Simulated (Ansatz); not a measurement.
Here is the system:

HfO2:
```cif
data_Hf4O8
_chemical_formula_sum 'Hf4 O8'
_space_group_name_H-M_alt 'Pca21'
_space_group_IT_number 29
_space_group_name_Hall 'P 2c -2ac'
_cell_length_a 5.18134
_cell_length_b 4.97573
_cell_length_c 4.99604
_cell_angle_alpha 90.000
_cell_angle_beta 90.000
_cell_angle_gamma 90.000
loop_
_space_group_symop_operation_xyz
  'x, y, z'
  '-x, -y, z+1/2'
  '-x+1/2, y, z+1/2'
  'x+1/2, -y, z'
loop_
_atom_site_label
_atom_site_type_symbol
_atom_site_symmetry_multiplicity
_atom_site_Wyckoff_symbol
_atom_site_fract_x
_atom_site_fract_y
_atom_site_fract_z
_atom_site_occupancy
Hf1 Hf 4 a 0.03292 0.26805 0.24318 1
O1 O 4 a 0.36896 0.07309 0.37887 1
O2 O 4 a 0.23549 0.54147 0.49095 1
```

This is the LDA-relaxed structure.

### Question
All from the program Ansatz at the LDA level (PAW), unless another level is named. Give the smallest direct gap on the standard path.

### Answer
4.55 eV.

### Question
Predict the formation energy from the elements (no fitted shifts).

### Answer
-353 kJ/mol of atoms.

### Question
And the weight of the conduction-edge state by species (Voronoi cells)?

### Answer
Hf 60 %, O 40 %.

Space group Pca2_1. The cell was relaxed with LDA under the symmetry of its start; phonons on a q-mesh show no instability. No spin polarisation was allowed. The references are the lowest solids computed at this level, not always the standard phases (solids in place of the gases). Scalar-relativistic: spin–orbit coupling is off unless named, which matters more the heavier the elements.

Potentials: the later of the program's two PAW sets.
